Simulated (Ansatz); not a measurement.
# SrCd in the CsCl-type structure

Method: PBEsol, scalar-relativistic; no spin polarisation; PAW, 420 eV, 8×8×8 k-mesh, Gaussian smearing of 0.05 eV; code Ansatz. The datasets are Ansatz's generated set soft_2.

```
Sr Cd
1.0
     3.97254    0.00000    0.00000
     0.00000    3.97254    0.00000
     0.00000    0.00000    3.97254
Sr Cd
1 1
Direct
  0.00000 0.00000 0.00000
  0.50000 0.50000 0.50000
```

The start was a prototype's sites filled with these elements; the Crystallography Open Database holds the compound in this structure.

The cell is relaxed to zero pressure at this level.

```json
{
  "Space group": "Pm-3m (No. 221)",
  "Volume": "31.35 Å³/atom",
  "Band gap": "zero (metallic)",
  "Bulk modulus (Birch–Murnaghan)": "29 GPa",
  "Pressure derivative B0′": "4.4"
}
```

Estimate the formation energy from the elements (0 K, uncorrected) at this level of theory (PBEsol).

-0.31 eV/atom.

Fill in the density of states at the Fermi level (PBEsol).

0.66 states/(eV·atom).

**The experiment.** The Crystallography Open Database holds a cell as deposited of cubic SrCd (space group Pm-3m), temperature not stated (1954): a = 4.003 Å, 32.07 Å³/atom.

**Comparison.** The computed cell (3.973 Å, 31.35 Å³/atom) differs from the database's by −2.3 % in volume, about −0.8 % in length. PBEsol was built to cure PBE's overestimate of volumes, and the static lattice lacks thermal expansion. The database's entry may also be off.
